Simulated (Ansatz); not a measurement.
LaOs2:
```xyz
6
Lattice="0.0000 3.8623 3.8623 3.8623 0.0000 3.8623 3.8623 3.8623 0.0000" Properties=species:S:1:pos:R:3 pbc="T T T"
La     3.8623     3.8623     3.8623
La     5.7935     5.7935     5.7935
Os     0.9656     0.9656     0.9656
Os     0.9656     2.8967     2.8967
Os     2.8967     2.8967     0.9656
Os     2.8967     0.9656     2.8967
```

Relaxed with r²SCAN. Special points in fractions of this cell's reciprocal vectors: Γ (0.000, 0.000, 0.000); X (0.500, 0.000, 0.500); U (0.625, 0.250, 0.625); K (0.375, 0.375, 0.750); L (0.500, 0.500, 0.500); W (0.500, 0.250, 0.750).

Problem. List the band energies nearest the Fermi level at these points for the program Ansatz at the r²SCAN level (PAW).

Solution. In eV from the Fermi level; about four levels below and three above (degenerate sets whole), none deeper than 8.9 eV; points with the same levels are listed once.

```tsv
k	below	above
Γ	-0.71 -0.71 -0.28 -0.28 -0.28	0.15 0.15 0.15
X	-1.90 -1.90 -1.41 -1.41	0.23 0.23 0.41 0.41
U	-1.26 -1.26 -0.63 -0.42 -0.36	0.62 1.05 1.93
L	-1.33 -1.33 -0.14 -0.01 -0.01	0.72 0.72 1.25 1.25
W	-0.58 -0.58 -0.39 -0.39	0.87 0.87 2.05 2.05
```

Space group Fd-3m (cubic Laves (MgCu2 type)). The workflow started from an entry of the Crystallography Open Database (COD). Whether it is the stable phase at ambient conditions was not checked. The r²SCAN relaxation kept the symmetry of its start; whether a distortion lowers the energy is not shown. No spin polarisation was allowed. Scalar-relativistic: spin–orbit coupling is off unless named, which matters more the heavier the elements.

Potentials: the later of the program's two PAW sets.
